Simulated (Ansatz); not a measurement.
NbSiAs:
```
CELL_PARAMETERS angstrom
      3.50295     0.00000     0.00000
      0.00000     3.50295     0.00000
      0.00000     0.00000     7.92120
ATOMIC_POSITIONS crystal
  As 0.50000 0.00000 0.61330
  As 0.00000 0.50000 0.38670
  Si 0.00000 0.00000 0.00000
  Si 0.50000 0.50000 0.00000
  Nb 0.50000 0.00000 0.25423
  Nb 0.00000 0.50000 0.74577
```

Relaxed with r²SCAN. Special points in fractions of this cell's reciprocal vectors: Γ (0.000, 0.000, 0.000); X (0.000, 0.500, 0.000); M (0.500, 0.500, 0.000); Z (0.000, 0.000, 0.500); R (0.000, 0.500, 0.500); A (0.500, 0.500, 0.500).

### Question
List the band energies nearest the Fermi level at these points for DFT-r²SCAN in the program Ansatz with PAW potentials.

### Answer
In eV from the Fermi level; about four levels below and three above (degenerate sets whole), none deeper than 8.9 eV; points with the same levels are listed once.

```json
[
 {"k": "Γ", "below": "-2.16 -2.16 -0.88 -0.65 -0.65", "above": "0.82 0.85 1.02"},
 {"k": "X", "below": "-2.19 -2.19 -1.38 -1.38", "above": "1.39 1.39 2.56 2.56"},
 {"k": "M", "below": "-3.09 -3.09 -2.37 -2.37", "above": "2.46 2.46 2.85 2.85"},
 {"k": "Z", "below": "-2.92 -2.76 -2.76 -0.89", "above": "0.31 0.31 0.33"},
 {"k": "R", "below": "-2.05 -2.05 -0.99 -0.99", "above": "1.73 1.73 1.85 1.85"},
 {"k": "A", "below": "-2.71 -2.71 -2.68 -2.68", "above": "1.17 1.17 2.46 2.46"}
]
```

Space group P4/nmm. The workflow started from an entry of the Crystallography Open Database (COD). Its standing as an ambient phase is unchecked. Symmetry was held in the r²SCAN relaxation; whether a distortion lowers the energy is not shown. The run is not spin-polarised. Scalar-relativistic: spin–orbit coupling is off unless named, which matters more the heavier the elements.

Potentials: the later of the program's two PAW sets.
